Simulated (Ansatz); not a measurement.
Au (fcc (Cu type)), relaxed with PBEsol (Ansatz, a first-principles code, plane waves, PAW): a = b = c = 4.082 Å, α = β = γ = 90.00°.

```
Property              Result
--------------------  ------
B₀ by P(V) fit (GPa)     174
K_Hill (GPa)             176
G_Hill (GPa)            24.4
Θ_D (K)                  148
```

Question: The same phase is relaxed and computed with PBE+D3(BJ) in the same code. What are the cell and these values now?

Answer: a = b = c = 4.1017 Å, α = β = γ = 90.00°.

* **B₀ by P(V) fit (GPa)**: 162
* **K_Hill (GPa)**: 163
* **G_Hill (GPa)**: 24.8
* **Θ_D (K)**: 150

All cells were relaxed under the symmetry of their starts (and spin orders); stability against distortions was not tested throughout. Scalar-relativistic: spin–orbit coupling is off unless named, which matters more the heavier the elements.

Potentials: the later of the program's two PAW sets.

Ansatz is a plane-wave DFT program.
